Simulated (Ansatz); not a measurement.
# Ca started on a Ga site and an O vacancy, 5.80 Å apart on the ideal sites in cubic perovskite LaGaO3, 39 atoms, charge −1

Method: DFT, PBEsol, PAW, plane waves in Ansatz 0.2.0.

Command:

```sh
ansatz run in.yaml --threads 8 --pin off --max-ram 13300MiB --runs-dir r --events-out ev --progress --plain
```

The input less its lattice and atoms:

```yaml
crystal:
  symmetry: { detect: false }
kpoints:
  mp_grid: { grid: [1, 1, 1], shift: [0.25, 0.25, 0.25] }
hamiltonian:
  xc: pbesol
total_charge: -1
scf:
  occupations: { method: fermi_dirac, width: 0.01 }
relax:
  f_tol: 0.03
  max_steps: 80
  escape_saddle: false
  adjacent_minimum: "off"
output:
  forces: true
  eigenvalues: true
  populations: true
  charged_corrections: { epsilon: 27 }
```

Start:

```
La Ca Ga O
1.0
     7.72931    0.00000    0.00000
     0.00000    7.72931    0.00000
     0.00000    0.00000    7.72931
La Ca Ga O
8 1 7 23
Direct
  0.99701 0.00087 0.99947
  0.00174 0.00231 0.49757
  0.00337 0.49990 0.00154
  0.00514 0.49820 0.50019
  0.49977 0.00257 0.00466
  0.50018 0.99720 0.49435
  0.49885 0.49896 0.99999
  0.49897 0.49760 0.49476
  0.25358 0.24974 0.25170
  0.25140 0.25078 0.75200
  0.25169 0.74971 0.25119
  0.25112 0.75102 0.75055
  0.74743 0.25176 0.25311
  0.74452 0.25170 0.75337
  0.75102 0.75098 0.24747
  0.75049 0.74899 0.75124
  0.25247 0.25291 0.00132
  0.25227 0.25013 0.49562
  0.24938 0.75230 0.99919
  0.24873 0.75302 0.49760
  0.75120 0.25184 0.00039
  0.74888 0.24907 0.50074
  0.74936 0.74572 0.50012
  0.99801 0.25020 0.24904
  0.99870 0.24816 0.75034
  0.00248 0.74665 0.25000
  0.00148 0.75215 0.75264
  0.50275 0.24732 0.25130
  0.49710 0.24872 0.75084
  0.49940 0.75358 0.25225
  0.50094 0.75140 0.75121
  0.24980 0.00024 0.25038
  0.24712 0.00259 0.74737
  0.25093 0.49698 0.24634
  0.24946 0.49841 0.75210
  0.75150 0.99692 0.25200
  0.75049 0.99805 0.74652
  0.74579 0.50215 0.24978
  0.74821 0.49949 0.75156
```

Steps:

```json
{"step": "start", "energy less the first (eV)": "0.000", "largest force component (eV/Å)": "6.452"}
{"step": "1", "energy less the first (eV)": "-1.358", "largest force component (eV/Å)": "1.746"}
{"step": "2", "energy less the first (eV)": "-2.709", "largest force component (eV/Å)": "0.617"}
{"step": "3", "energy less the first (eV)": "-3.550", "largest force component (eV/Å)": "0.857"}
{"step": "4", "energy less the first (eV)": "-3.892", "largest force component (eV/Å)": "0.843"}
{"step": "5", "energy less the first (eV)": "-4.814", "largest force component (eV/Å)": "0.384"}
{"step": "6", "energy less the first (eV)": "-5.313", "largest force component (eV/Å)": "0.186"}
{"step": "7", "energy less the first (eV)": "-5.457", "largest force component (eV/Å)": "0.196"}
{"step": "8", "energy less the first (eV)": "-5.578", "largest force component (eV/Å)": "0.279"}
{"step": "9", "energy less the first (eV)": "-5.617", "largest force component (eV/Å)": "0.162"}
{"step": "10", "energy less the first (eV)": "-5.622", "largest force component (eV/Å)": "0.139"}
{"step": "11", "energy less the first (eV)": "-5.623", "largest force component (eV/Å)": "0.137"}
{"step": "12", "energy less the first (eV)": "-5.627", "largest force component (eV/Å)": "0.032"}
{"step": "13", "energy less the first (eV)": "-5.628", "largest force component (eV/Å)": "0.014"}
```

A structure on the way, about -5.46 eV from the start:

```xyz
39
Lattice="7.7293 0.0000 0.0000 0.0000 7.7293 0.0000 0.0000 0.0000 7.7293" Properties=species:S:1:pos:R:3 pbc="T T T"
La    7.7195    7.7282    7.6981
La    7.6219    7.6274    3.8920
La    7.6918    3.8155    0.0892
La    0.0265    3.8895    3.9415
La    3.8029    0.0423    7.6205
La    3.9515    7.6712    3.7809
La    3.9018    3.8872    7.7021
La    3.9421    3.9261    3.9022
Ca    1.9361    1.9228    1.9732
Ga    1.9286    1.9399    5.7767
Ga    1.9297    5.8006    1.9107
Ga    1.9345    5.8018    5.8053
Ga    5.7939    1.9128    1.9300
Ga    5.8003    1.9240    5.7940
Ga    5.7920    5.7803    1.7827
Ga    5.8071    5.7779    6.0199
O     1.7703    1.5316    7.5929
O     2.1050    2.4593    4.0174
O     1.9412    6.2626    7.6938
O     1.9305    5.4003    3.8963
O     6.0305    2.0342    7.7082
O     5.5378    1.7976    3.8827
O     5.7891    5.8812    3.8776
O     7.5894    2.3675    2.1426
O     7.7126    1.6094    5.5687
O     7.7077    5.3710    1.8927
O     0.0022    6.1233    5.8187
O     3.9971    1.4584    1.7454
O     3.8892    2.2432    6.0191
O     3.8880    6.1900    1.8805
O     3.8689    5.4645    5.8329
O     1.5447    7.5782    2.3022
O     2.2591    7.7221    5.3841
O     2.2672    4.0054    1.5475
O     1.6403    3.9028    6.2418
O     6.2404    7.6863    1.8203
O     5.4869    7.7099    5.8953
O     5.3638    3.8702    1.9718
O     6.1268    3.8624    5.7070
```

End:

```xyz
39
Lattice="7.7293 0.0000 0.0000 0.0000 7.7293 0.0000 0.0000 0.0000 7.7293" Properties=species:S:1:pos:R:3 pbc="T T T"
La    7.6723    0.0526    7.5626
La    7.5112    7.6502    3.8282
La    0.0629    3.8451    0.1565
La    0.1410    3.8886    4.0018
La    3.7628    0.0000    7.5736
La    3.8334    7.6529    3.7423
La    3.9085    3.8314    0.0518
La    4.0411    3.9229    4.0158
Ca    1.9340    1.9028    1.9816
Ga    1.9496    1.9336    5.7738
Ga    1.9217    5.8031    1.9171
Ga    1.9356    5.7944    5.8095
Ga    5.7955    1.9238    1.9100
Ga    5.8117    1.9288    5.7849
Ga    5.7836    5.7959    1.8651
Ga    5.8440    5.7291    6.2068
O     1.6993    1.5882    7.5929
O     2.2270    2.4140    4.0171
O     1.7466    6.2351    7.7091
O     2.1402    5.3890    3.8891
O     6.1356    2.1534    7.6916
O     5.4772    1.6778    3.8637
O     5.5936    6.0180    3.8061
O     7.5858    2.3283    2.2311
O     7.7202    1.6653    5.4699
O     7.6828    5.3877    2.0600
O     0.0039    6.0377    5.6114
O     4.0027    1.5277    1.6075
O     3.9127    2.1813    6.0950
O     3.8775    6.1591    1.6840
O     3.8767    5.5124    6.0075
O     1.6320    7.5671    2.4151
O     2.2458    7.7058    5.4664
O     2.1569    3.9981    1.5006
O     1.6583    3.8964    6.1886
O     6.2354    7.6930    1.6892
O     5.6096    7.7038    6.0034
O     5.3698    3.8877    1.9964
O     6.0410    3.8675    5.5521
```

The calculation finished and met its thresholds.

Time: 32 s of wall time on a shared host.

Task: How much energy did the relaxation gain, and which atom moved most?

Result: 5.63 eV in 13 steps, from a start with small random displacements (the gain also holds any tilting of the ideal host); atom 32 (O) moved 0.59 Å, the median atom 0.36 Å (drift of the whole cell removed).

The one k point has no symmetry partners, which can distort the end along one axis.
